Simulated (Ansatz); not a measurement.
In LDA (plane waves, PAW; program Ansatz), Br in the molecular I2 type structure (Cmce) relaxes to a = 6.653 Å, b = 3.925 Å, c = 8.413 Å.

The Kohn–Sham gap is 1.05 eV (indirect).

The cell was relaxed with LDA under the symmetry of its start. The substance is a gas or liquid at ambient conditions; this is its low-temperature solid. The volume lies over 15 % below that of the usual cell of this phase: another minimum, or an error of the functional. A crystal of weakly bound units computed without a dispersion correction: the cell and the soft elastic constants depend strongly on that. Scalar-relativistic: spin–orbit coupling is off unless named, which matters more the heavier the elements.

Potentials: the earlier of the program's two PAW sets.
